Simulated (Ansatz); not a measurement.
Ge3N4:
```xyz
14
Lattice="8.0566 0.0000 0.0000 -4.0283 6.9772 0.0000 0.0000 0.0000 3.0846" Properties=species:S:1:pos:R:3 pbc="T T T"
Ge    -1.7079     5.3224     0.7711
Ge     0.2729     2.8369     0.7711
Ge     1.4350     5.7951     0.7711
Ge     5.7362     1.6548     2.3134
Ge     3.7554     4.1403     2.3134
Ge     2.5933     1.1821     2.3134
N      2.5578     0.1800     0.7711
N      6.6219     2.1251     0.7711
N      2.9053     4.6722     0.7711
N      1.4705     6.7973     2.3134
N     -2.5936     4.8521     2.3134
N      1.1230     2.3051     2.3134
N      0.0000     4.6515     0.7711
N      4.0283     2.3257     2.3134
```

Relaxed with PBEsol. Special points in fractions of this cell's reciprocal vectors: Γ (0.000, 0.000, 0.000); M (0.500, 0.000, 0.000); K (0.333, 0.333, 0.000); A (0.000, 0.000, 0.500); L (0.500, 0.000, 0.500); H (0.333, 0.333, 0.500).

Q: List the band energies nearest the valence-band maximum at these points for DFT-PBEsol in the program Ansatz with PAW potentials.

A: In eV from the valence-band maximum; about four levels below and three above (degenerate sets whole), none deeper than 8.9 eV; points with the same levels are listed once.

```csv
k,below,above
Γ,-0.86 -0.86 -0.44 -0.24 0.00,2.09 3.39 3.39
M,-1.09 -0.51 -0.12 -0.05,3.16 3.40 3.79
K,-0.83 -0.83 -0.08 -0.08,3.50 3.70 3.70
A,-1.22 -1.22 -1.22 -1.22,4.23 4.23 4.23 4.23
L,-1.15 -1.15 -0.89 -0.89,3.79 3.79 4.94 4.94
H,-1.04 -1.04 -0.98 -0.98,3.91 3.91 4.94 4.94
```

Space group P6_3/m. Symmetry was held in the PBEsol relaxation. Spin–orbit coupling is left out wherever it is not named.

Potentials: the later of the program's two PAW sets.
